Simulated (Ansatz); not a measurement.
PbO: comparing deformations

The calculation used DFT PBEsol, scalar-relativistic, plane waves, PAW in Ansatz. Cutoff 420 eV, Γ-centred 8×8×6 k-points, Gaussian smearing of 0.05 eV. Spin–orbit coupling is left out, which can shift energies with elements as heavy as these. No spin polarisation. Energies are free energies at this smearing, counted from the undisturbed cell; pressure is positive in compression.

The undisturbed cell (as given, not relaxed at this level; it stands at 0.9 GPa):

```
Pb O
1.0
     3.97440    0.00000    0.00000
     0.00000    3.97440    0.00000
     0.00000    0.00000    5.02200
Pb O
2 2
Direct
  0.00000 0.50000 0.23510
  0.50000 0.00000 0.76490
  0.00000 0.00000 0.00000
  0.50000 0.50000 0.00000
```

The cell is strained by ε times a Voigt pattern (xx, yy, zz, yz, xz, xy; engineering shear) with fractional coordinates fixed. τ = (1/V0) dE/dε comes from the stress tensor. Of each scan, only the three points used here are listed.

```csv
pattern,ε,τ (GPa)
"(1, 1, 0, 0, 0, 0)",-0.0150,-8.56
"(1, 1, 0, 0, 0, 0)",0.0000,-1.92
"(1, 1, 0, 0, 0, 0)",0.0150,3.96
"(0, 0, 1, 0, 0, 0)",-0.0150,-2.28
"(0, 0, 1, 0, 0, 0)",0.0000,-0.84
"(0, 0, 1, 0, 0, 0)",0.0150,0.57
"(1, -1, 0, 0, 0, 0)",-0.0050,-0.73
"(1, -1, 0, 0, 0, 0)",0.0000,0.00
"(1, -1, 0, 0, 0, 0)",0.0050,0.73
```

Problem. Which constants do the scans give, and which deformation costs least for the same size of strain tensor?

Solution. The slope dτ/dε at zero (parabola through three points) is pᵀCp: (1, 1, 0, 0, 0, 0) gives C11 + C22 + 2 C12 = 417 GPa; (0, 0, 1, 0, 0, 0) gives C33 = 95 GPa; (1, -1, 0, 0, 0, 0) gives C11 + C22 − 2 C12 = 145 GPa. The size of the strain tensor, ε:ε, is ε² times 2.0, 1.0, 2.0. Per unit of it the stiffnesses are 209, 95, 73 GPa, so (1, -1, 0, 0, 0, 0) is the softest of these: at ε:ε = (1 %)² the quadratic term costs 0.45 meV/atom against 1.29 for the stiffest. These are clamped-ion values.

Forces appear on the atoms along this scan, and letting them relax would lower the energy and soften the response.